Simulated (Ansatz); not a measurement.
The cell is a 12-atom cell of ZrSn3O8 built on monoclinic HfO2 (relaxed group P2); cell and atoms were relaxed with r2SCAN. Space group P2 (No. 3), monoclinic; a = 4.826 Å, b = 5.724 Å, c = 5.230 Å, β = 91.1° in the conventional setting, 12.04 Å³ an atom. Around Zr lie 6 O at 2.04–2.20 Å; around Sn lie 6 O at 2.04–2.12 Å; around Sn lie 6 O at 2.05–2.12 Å; around Sn lie 6 O at 2.02–2.11 Å; around O lie 1 Zr at 2.04 Å and 2 Sn at 2.05–2.11 Å; around O lie 2 Sn at 2.04–2.12 Å and 1 Zr at 2.09 Å; around O lie 3 Sn at 2.05–2.12 Å; around O lie 2 Sn at 2.02–2.05 Å and 1 Zr at 2.20 Å.

```cif
data_structure
_symmetry_space_group_name_H-M 'P2'
_symmetry_Int_Tables_number 3
_cell_length_a 4.8260
_cell_length_b 5.7243
_cell_length_c 5.2302
_cell_angle_alpha 90.000
_cell_angle_beta 91.102
_cell_angle_gamma 90.000
_cell_volume 144.46
loop_
_atom_site_label
_atom_site_type_symbol
_atom_site_symmetry_multiplicity
_atom_site_Wyckoff_symbol
_atom_site_fract_x
_atom_site_fract_y
_atom_site_fract_z
_atom_site_occupancy
Zr1 Zr 1 b 0.00000 0.31661 0.50000 1
Sn1 Sn 1 c 0.50000 0.16725 0.00000 1
Sn2 Sn 1 a 0.00000 0.67093 0.00000 1
Sn3 Sn 1 d 0.50000 0.82774 0.50000 1
O1 O 2 e 0.28119 0.10679 0.32517 1
O2 O 2 e 0.77128 0.39620 0.16808 1
O3 O 2 e 0.73576 0.89736 0.17686 1
O4 O 2 e 0.22722 0.60838 0.32923 1
```

The questions ask for values computed with Ansatz on this geometry. Simulation only: non-magnetic, and no claim that this is the phase found in nature.

Q: What gap does r2SCAN give, and where are the band edges?

A: The r2SCAN gap is indirect, 3.13 eV (k = (0.094, 0.370, 0) to Γ), below the direct gap of 3.20 eV at Γ.

Q: Estimate the gap with PBE+SOC on 6×6×4.

A: With PBE+SOC the valence top lies at k = (0.094, 0.370, 0) and the conduction bottom at Γ, 2.50 eV higher; the smallest vertical gap, at Γ, is 2.56 eV. The gap differs by -0.63 eV from r2SCAN's.

Q: What does HSE06 give for the gap (4×4×4 mesh)?

A: The HSE06 gap is indirect, 4.19 eV (k = (0.094, 0.370, 0) to Γ), below the direct gap of 4.24 eV at Γ. The gap differs by +1.06 eV from r2SCAN's.

Q: What does PBE0 give for the gap (4×4×4 mesh)?

A: PBE0 gives an indirect gap of 4.92 eV, from k = (0.094, 0.370, 0) to Γ; the least direct gap is 4.97 eV at Γ. The gap differs by +1.79 eV from r2SCAN's.

Only the levels marked +SOC include spin-orbit coupling.

Where an edge lies off the special points, it is a point of the mesh or the k point where a search put PBE's edge or least direct gap, reused for the other functionals, whose own edges may lie a little apart.

Coordinates of k points refer to the reciprocal vectors of the primitive cell of the runs.

The meshes of the hybrids are coarse, so their gaps aren't converged to the digits shown.

PBE's own run along the path (2.50 eV) came before the search for the edges and missed one, so it isn't listed.
